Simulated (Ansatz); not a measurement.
Input and command of a plane-wave DFT calculation in Ansatz:

```yaml
crystal:
  lattice:
    - [4.3925692233, 0.0, 0.0]
    - [0.0, 4.3925692233, 0.0]
    - [0.0, 0.0, 4.4476139504]
  atoms:
    - { symbol: Li, position: [0.5, 0.5, 0.515] }
    - { symbol: Co, position: [0.0, 0.0, 0.0], spin: 2.78 }
    - { symbol: Cl, position: [0.5, 0.5, 0.975] }
    - { symbol: Cl, position: [0.0, 0.5, 0.485], spin: 0.13 }
    - { symbol: Cl, position: [0.5, 0.0, 0.485], spin: 0.13 }
basis:
  ecutwfc: 420
kpoints:
  mp_grid: { grid: [4, 4, 4] }
hamiltonian:
  xc: pbe
scf:
  occupations: { method: gaussian, width: 0.1 }
  lower_state_search: "off"
output:
  forces: true
  stress: true
  eigenvalues: true
  populations: true
magnetization:
  spin_polarized: true
relax:
  adjacent_minimum: "off"
  f_tol: 0.04
  max_steps: 70
  cell: { stress_tol: 0.4 }
```

```bash
ansatz run input.yaml --threads 1 --pin off --max-ram 2560MiB --backend cpu --events-out ev --progress --plain --runs-dir out
```

Processor: Oxide Virtual Turin-like Processor (Zen 5), 1 thread, on a host shared with other jobs.

**Question.** How long does it run, and how much memory does it take?

**Answer.** About 3.9 min on 1 thread of Oxide Virtual Turin-like Processor (Zen 5), with other jobs on the host, peak memory 0.47 GiB. It solves 28 bands at 18 k points (the mesh reduced by symmetry) with about 2357 plane waves (on the last cell), in 223 SCF iterations over 20 ionic steps.
